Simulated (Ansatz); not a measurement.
Data:

B:
```cif
data_B36
_chemical_formula_sum 'B36'
_space_group_name_H-M_alt 'R-3m :H'
_space_group_IT_number 166
_space_group_name_Hall '-R 3 2"'
_cell_length_a 4.89832
_cell_length_b 4.89832
_cell_length_c 12.51292
_cell_angle_alpha 90.000
_cell_angle_beta 90.000
_cell_angle_gamma 120.000
loop_
_atom_site_label
_atom_site_type_symbol
_atom_site_symmetry_multiplicity
_atom_site_Wyckoff_symbol
_atom_site_fract_x
_atom_site_fract_y
_atom_site_fract_z
_atom_site_occupancy
B1 B 18 h 0.23697 0.11849 0.10862 1
B2 B 18 h 0.19625 0.39251 0.02426 1
```
(The calculation used a cell of 12 atoms; values per cell refer to that cell.)

This is the r²SCAN-relaxed structure.

Problem. All from the program Ansatz at the r²SCAN level (PAW), unless another level is named. Predict the Poisson's ratio.

Solution. 0.13.

Problem. And the zero-point energy?

Solution. 132.7 meV/atom.

Problem. Next, the highest zone-centre frequency?

Solution. 1191 cm^-1.

The cell was relaxed with r²SCAN under the symmetry of its start; phonons on a q-mesh show no instability.

Potentials: the earlier of the program's two PAW sets.
